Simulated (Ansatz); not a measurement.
## Computed properties of Y3Si5

Y3Si5:
```xyz
8
Lattice="6.6405 0.0000 0.0000 -3.3203 5.7509 0.0000 0.0000 0.0000 4.1647" Properties=species:S:1:pos:R:3 pbc="T T T"
Y     -2.1560     3.7343     0.0000
Y      4.3120     0.0000     0.0000
Y      1.1643     2.0166     0.0000
Si     3.3203     1.9170     2.0823
Si     0.0000     3.8339     2.0823
Si    -0.9402     1.6285     2.0823
Si     1.8804     0.0000     2.0823
Si     2.3801     4.1224     2.0823
```

Space group P-62m (No. 189); conventional cell a = b = 6.641 Å, c = 4.165 Å, α = β = 90.00°, γ = 120.00°.

Method: r²SCAN in the plane-wave PAW code Ansatz. Geometry: relaxed at this level of theory. Other levels are named where they apply.

**Cell and energy**

* **Volume per atom**: 19.88 Å³
* **Density**: 4.25 g/cm³
* **Formation energy from the elements (no fitted shifts)**: -0.72 eV/atom

**Electronic structure**

Electronic character: metallic (no gap)
Density of states at the Fermi level: 0.29 states/eV per atom (mean over ±0.08 eV)
Gap with spin–orbit coupling: none (metallic)

**Mechanics**

* **Bulk modulus (Birch–Murnaghan fit)**: 77.1 GPa
* **Pressure derivative B′**: 3.7

**Charges**

Bader charges: Y +1.58, Si -1.11 to -0.85 e

The start of the workflow was typed in or built on a structure type; neither database checked (COD, Materials Project) lists it. Its standing as an ambient phase is unchecked. The r²SCAN relaxation kept the symmetry of its start; its stability against distortions is not shown here. No spin polarisation was allowed. The references are the lowest solids computed at this level, not always the standard phases. Scalar-relativistic: spin–orbit coupling is off unless named, which matters more the heavier the elements.

Potentials: the earlier of the program's two PAW sets.
